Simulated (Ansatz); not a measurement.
**ZnO with Na replacing Zn: which input changes reach the field gradients?**

Cell: a supercell of ZnO (wurtzite type, P6_3mc) built from a structure deposited in the COD, with all atoms left at the host's positions.

```
Na Zn O
1.0
     6.49862    0.00000    0.00000
    -4.87396    8.44195    0.00000
     0.00000    0.00000   10.41142
Na Zn O
1 23 24
Cartesian
  0.0000 1.8760 2.6029
  0.0000 1.8760 7.8086
  -1.6247 4.6900 2.6029
  -1.6247 4.6900 7.8086
  -3.2493 7.5040 2.6029
  -3.2493 7.5040 7.8086
  3.2493 1.8760 2.6029
  3.2493 1.8760 7.8086
  1.6247 4.6900 2.6029
  1.6247 4.6900 7.8086
  0.0000 7.5040 2.6029
  0.0000 7.5040 7.8086
  1.6247 0.9380 0.0000
  1.6247 0.9380 5.2057
  0.0000 3.7520 0.0000
  0.0000 3.7520 5.2057
  -1.6247 6.5660 0.0000
  -1.6247 6.5660 5.2057
  4.8740 0.9380 0.0000
  4.8740 0.9380 5.2057
  3.2493 3.7520 0.0000
  3.2493 3.7520 5.2057
  1.6247 6.5660 0.0000
  1.6247 6.5660 5.2057
  1.6247 0.9380 1.9730
  1.6247 0.9380 7.1787
  0.0000 3.7520 1.9730
  0.0000 3.7520 7.1787
  -1.6247 6.5660 1.9730
  -1.6247 6.5660 7.1787
  4.8740 0.9380 1.9730
  4.8740 0.9380 7.1787
  3.2493 3.7520 1.9730
  3.2493 3.7520 7.1787
  1.6247 6.5660 1.9730
  1.6247 6.5660 7.1787
  0.0000 1.8760 4.5759
  0.0000 1.8760 9.7816
  -1.6247 4.6900 4.5759
  -1.6247 4.6900 9.7816
  -3.2493 7.5040 4.5759
  -3.2493 7.5040 9.7816
  3.2493 1.8760 4.5759
  3.2493 1.8760 9.7816
  1.6247 4.6900 4.5759
  1.6247 4.6900 9.7816
  0.0000 7.5040 4.5759
  0.0000 7.5040 9.7816
```

Atom numbers follow the list; atoms alike are taken as one site, whose name carries the number of the first.

Reference run. The numbers come from a DFT calculation in Ansatz (PBE, plane waves and PAW, scalar-relativistic, 420 eV cutoff, Γ-centred 3×2×2 k-points, Fermi–Dirac smearing 0.01 eV, cell charge -1).

It gives V_zz (10²¹ V/m²) Na 0.15 (η 0.14), O25 -6.58 (η 0.04), Zn7 1.57 (η 0.42), among others. Each of these runs changes the input as listed (caps on SCF iterations aside):

A. scf.n_extra_bands: not typed → 2; hamiltonian.pseudopotentials: {kind: paw} → {kind: paw, source: ansatz}
B. crystal.symmetry: not typed → {detect: false}; total_charge: -1 → -2; scf.occupations.method: fermi_dirac → gaussian; scf.occupations.width: 0.01 → 0.2

Problem. How does each run end, and how far do the gradients move?

Solution. 

```tsv
run	Na V_zz (η)	O25 V_zz (η)	Zn7 V_zz (η)	largest change of a gradient tensor, all atoms	note
A	0.15 (0.15)	-6.54 (0.04)	1.59 (0.41)	0.05	converged; another set of PAW files; cutoff taken 930 eV
B	0.14 (0.11)	-6.60 (0.03)	1.52 (0.38)	0.24	converged; cell charge -2 on a uniform background; no gap left; odd number of electrons without spin polarisation
```

Run B moves them most, on O37 (V_zz from -6.08 to -6.31); against its own size the tensor moves most on O35 among sites above 0.3 (by 0.12, V_zz from -0.58 to -0.48).

Run A changes scf.n_extra_bands, hamiltonian.pseudopotentials together, so the table can't tell their shares apart.

Run B changes total_charge, scf.occupations together, so the table can't tell their shares apart.

On the reference run: The defect repeats with the cell of 48 atoms, so it feels its images: sites between two images don't show the values beside a lone defect, and zeros or small values of η there can come from the images' arrangement. O and Zn carry a gradient in the pure host already, so the values there aren't the defect's effect alone. A uniform background compensates the cell's charge. With a gap of 0.7 eV on this mesh, small gradients can still move by 0.1 × 10²¹ V/m² or more as the k-mesh gets denser. The cell keeps the host's lattice, where the PBE pressure is 6 GPa (in a charged cell this depends on the convention for the mean potential). The neighbours have not yet relaxed around the defect (largest force 2.4 eV/Å), so a real crystal will differ.
